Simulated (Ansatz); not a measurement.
TaW (rock salt, space group No. 225) under volume change, r²SCAN in the plane-wave PAW code Ansatz, scaled uniformly.

```json
[
 {"V (Å³/atom)": "17.362", "E − E(relaxed) (meV/atom)": "…", "P (GPa)": "…"},
 {"V (Å³/atom)": "17.935", "E − E(relaxed) (meV/atom)": "…", "P (GPa)": "…"},
 {"V (Å³/atom)": "18.507", "E − E(relaxed) (meV/atom)": "10.6", "P (GPa)": "6.07"},
 {"V (Å³/atom)": "19.079", "E − E(relaxed) (meV/atom)": "0.0", "P (GPa)": "0.00"},
 {"V (Å³/atom)": "19.652", "E − E(relaxed) (meV/atom)": "9.6", "P (GPa)": "-5.22"},
 {"V (Å³/atom)": "20.224", "E − E(relaxed) (meV/atom)": "36.5", "P (GPa)": "-9.73"},
 {"V (Å³/atom)": "20.797", "E − E(relaxed) (meV/atom)": "78.3", "P (GPa)": "-13.61"}
]
```

Fill in the missing entries.


- 17.935, E − E(relaxed) (meV/atom): 44.6
- 17.935, P (GPa): 13.13
- 17.362, E − E(relaxed) (meV/atom): 105.8
- 17.362, P (GPa): 21.34

What does a third-order Birch–Murnaghan fit give for V₀, B₀ and B′?

V₀ = 19.08 Å³/atom, B₀ = 188 GPa, B′ = 4.0.

Space group Fm-3m (rock salt). The start of the workflow was typed in or built on a structure type; neither database checked (COD, Materials Project) lists it. Whether it is the stable phase at ambient conditions was not checked. The r²SCAN relaxation kept the symmetry of its start. At this level the phase is mechanically unstable. No spin polarisation was allowed. Its formation energy is positive at this level, so the cell may be metastable or incomplete. Spin–orbit coupling is left out wherever it is not named.

Potentials: the earlier of the program's two PAW sets.
